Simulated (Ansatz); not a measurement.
# Ta: strain energy, fitted

Ta, Im-3m, a = 3.280 Å. Ansatz: PBEsol, PAW, 420 eV, Γ-centred 16×16×16 mesh on 2 atoms, Gaussian smearing 0.10 eV; no spin polarisation. Series: uniaxial strain along a, with b, c and atoms relaxed; x is the strain in per cent. y is the free energy over the unstrained cell, V0 = 17.652 Å³/atom.

| x (%) | y (meV/atom) |
| --- | --- |
| -6.0 | 30.75 |
| -4.0 | 14.49 |
| -2.0 | 3.52 |
| 0.0 | 0.00 |
| 2.0 | ? |
| 4.0 | 12.65 |
| 6.0 | 27.84 |

Q: Fit y = c2 x² + c3 x³ to the other rows, turn c2 into a modulus, and predict the missing energy.

A: Least squares on the rows shown. y = 0.81966 x² − 0.0073670 x³. In eV per unit strain² c2 is 8.197; this is Young's modulus along the axis (E = ½ Y V0 ε²): 2 × 8.197 × 160.2 / (17.652) = 149 GPa. The unstrained cell keeps some stress along the strain, worth a slope of -0.22 meV/atom per %, which the form leaves out. With a term in x⁴ added, the coefficient of x² becomes 0.8753, 7 % more, which shows how far this figure hangs on the form. At x = 2.0 the fit asked for gives 3.22 meV/atom. The run gave 3.14 meV/atom, so the fit is 0.08 meV/atom too high, within the rms miss on the fitted rows (0.44 meV/atom).

Spin–orbit coupling is left out, which can shift energies with elements as heavy as these.